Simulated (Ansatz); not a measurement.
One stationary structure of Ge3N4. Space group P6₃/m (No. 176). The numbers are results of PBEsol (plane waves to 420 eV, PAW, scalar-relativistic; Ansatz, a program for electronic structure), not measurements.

Space group P6₃/m (No. 176); a = 8.0566 Å, b = 8.0566 Å, c = 3.0846 Å, α = 90.00°, β = 90.00°, γ = 120.00°

```tsv
atom	site	symmetry	x	y	z
Ge	6h	m..	0.2372	0.4066	0.2500
N	6h	m..	0.3304	0.0258	0.2500
N	2c	-6..	0.3333	0.6667	0.2500
```

For Ge3N4, the volume per atom comes out as 12.39 Å³ and the density comes out as 5.25 g/cm³. The band gap is 2.09 eV, direct at Γ (no spin-orbit coupling) and the shortest distances is Ge–N 1.83 Å; N–N 2.91 Å; Ge–Ge 3.08 Å. The k-mesh is 4×4×9.

Band energies at high-symmetry points (eV from the VBM; labels of this space group; no spin-orbit coupling), from −5 eV up to 7.0 eV:

| point | energies |
|---|---|
| Γ | -4.32 -4.31 -3.61 -3.61 -3.54 -3.54 -2.85 -2.85 -2.41 -2.39 -0.94 -0.94 -0.86 -0.86 -0.44 -0.24 0.00 2.09 3.39 3.39 3.57 3.85 3.85 5.28 5.90 6.89 6.89 |
| M | -4.78 -4.18 -4.02 -3.92 -3.82 -3.61 -3.06 -2.95 -2.71 -2.59 -2.29 -2.26 -1.69 -1.23 -1.09 -0.51 -0.12 -0.05 3.16 3.40 3.79 3.83 4.02 4.16 5.73 5.82 6.25 6.30 6.94 |
| K | -4.46 -4.46 -4.35 -3.97 -3.82 -3.82 -2.87 -2.81 -2.81 -2.28 -2.25 -2.25 -2.02 -1.44 -0.83 -0.83 -0.08 -0.08 3.50 3.70 3.70 3.84 3.84 4.11 5.65 5.79 5.79 |
| A | -4.95 -4.95 -4.95 -4.95 -4.14 -4.14 -4.14 -4.14 -2.50 -2.50 -1.25 -1.25 -1.22 -1.22 -1.22 -1.22 4.23 4.23 4.23 4.23 5.86 5.86 6.85 6.85 6.85 6.85 7.01 7.01 |
| L | -4.96 -4.96 -3.96 -3.96 -3.82 -3.82 -2.25 -2.25 -1.51 -1.51 -1.15 -1.15 -0.89 -0.89 3.79 3.79 4.94 4.94 5.91 5.91 5.98 5.98 6.55 6.55 6.61 6.61 |
| H | -4.52 -4.52 -3.97 -3.97 -3.92 -3.92 -2.23 -2.23 -1.52 -1.52 -1.04 -1.04 -0.98 -0.98 3.91 3.91 4.94 4.94 5.42 5.42 6.07 6.07 6.38 6.38 |

No spin polarisation in the result.

The run could not lose the symmetry of its start.

The first start was generated by placing the elements on the sites of a structure type. Materials Project lists a structure of Ge3N4 in the same space group, P6₃/m (No. 176); the sites were not compared with it, nor with measured phases.
